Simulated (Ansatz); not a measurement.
Computed properties of B3As2N (ordering on zincblende)

All numbers come from Ansatz 0.2.0. The cell comes from a prototype generator: it can be a known phase or a hypothetical one. No magnetic order is allowed.

An ordered 6-atom cell of B3As2N on the zincblende lattice (I-4m2), relaxed with r2SCAN. It is tetragonal, I-4m2 (No. 119); a = 3.141 Å, c = 13.282 Å in the conventional setting, 10.92 Å³ an atom. Around N lie 4 B at 1.78 Å; around B lie 2 N at 1.78 Å and 2 As at 2.00 Å; around As lie 4 B at 1.99–2.00 Å; around B lie 4 As at 1.99 Å.

```cif
data_structure
_symmetry_space_group_name_H-M 'P 1'
_symmetry_Int_Tables_number 1
_cell_length_a 7.0026
_cell_length_b 7.0026
_cell_length_c 7.0026
_cell_angle_alpha 154.078
_cell_angle_beta 154.078
_cell_angle_gamma 36.987
_cell_volume 65.53
loop_
_atom_site_label
_atom_site_type_symbol
_atom_site_fract_x
_atom_site_fract_y
_atom_site_fract_z
_atom_site_occupancy
N1 N 0.00000 0.00000 0.00000 1
B1 B 0.56370 0.06370 0.50000 1
As1 As 0.65747 0.65747 0.00000 1
B2 B 0.25000 0.75000 0.50000 1
As2 As 0.34253 0.34253 0.00000 1
B3 B 0.93630 0.43630 0.50000 1
```

Relaxed lattice by functional, symmetry kept:
```tsv
functional	k mesh	a (Å)	c (Å)	volume (Å³/atom)
PBE	10×10×10	3.152	13.360	11.06
r2SCAN	10×10×10	3.141	13.282	10.92
```

On this one geometry the levels give:
```
  level    k mesh  gap (eV)    kind  edges  least direct gap (eV)
    PBE  12×12×12      0.18  direct      Γ                   0.18
PBE+SOC  12×12×12      0.10  direct      Γ                   0.10
 r2SCAN  12×12×12      0.38  direct      Γ                   0.38
  HSE06     6×6×6      0.92  direct      Γ                   0.92
   PBE0     6×6×6      1.61  direct      Γ                   1.61
```
PBE, PBE+SOC: smearing of 0.02 eV; the others have fixed occupations.
Wave cutoffs: 420 eV, 500 eV (r2SCAN).

The HSE06 gap is direct at Γ: 0.92 eV. Spin-orbit coupling changes the PBE gap by -0.070 eV, to 0.10 eV. With so small a gap spin-orbit coupling can invert the bands, which the size of the gap doesn't show: the edges may have crossed and parted again.

r2SCAN covers 28 % of the step from PBE to HSE06, while HSE06 needs about 7 times r2SCAN's rough cost (on a coarser mesh). Spin-orbit coupling moves the least or the direct gap by up to 0.07 eV, so it is at the margin where a tenth of an eV counts. Among these functionals the gap stays direct.

Only the levels marked +SOC include spin-orbit coupling.

Gaps or overlaps of about a tenth of an eV are at the limit of these meshes: between the points read a gap can be smaller or closed.
